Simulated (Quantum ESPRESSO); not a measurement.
```xyz
6
Lattice="3.5580 0.0000 0.0000 0.0000 3.5580 0.0000 0.0000 0.0000 5.1719" Properties=species:S:1:pos:R:3 pbc="T T T"
Hf     1.7790     1.7790     2.5859
Hf     0.0000     0.0000     0.0000
O      0.0000     1.7790     3.6059
O      0.0000     1.7790     1.0199
O      1.7790     0.0000     4.1519
O      1.7790     0.0000     1.5660
```
The cell comes from the Materials Project (a computed structure). It is HfO2 in P4₂/nmc. Stability against distortions was not tested. The run has no spin polarisation.

With PBE (a modified build of Quantum ESPRESSO; gradients by PAW reconstruction on its ground state; JTH PAW datasets, 22.5 Ha):

| quantity | PBE |
|---|---|
| Vzz Hf (a.u.) | 1.372 |
| Vzz O (a.u.) | 0.104 |

Cores are frozen. Against all-electron runs on small test molecules, this scheme's |Vzz| missed by −2 to +6 % on O. Hf had no test against all-electron runs. Spin–orbit coupling is left out, a limit on Hf.

What does the LDA, on its own JTH datasets and the same geometry, give?


```
quantity         LDA  LDA − PBE
-------------  -----  ---------
Vzz Hf (a.u.)  1.409     +0.037
Vzz O (a.u.)   0.122     +0.018
```

As single numbers, gradients under 0.02 a.u. lie near what cutoff and mesh leave (some 0.003 a.u. in our sweeps).
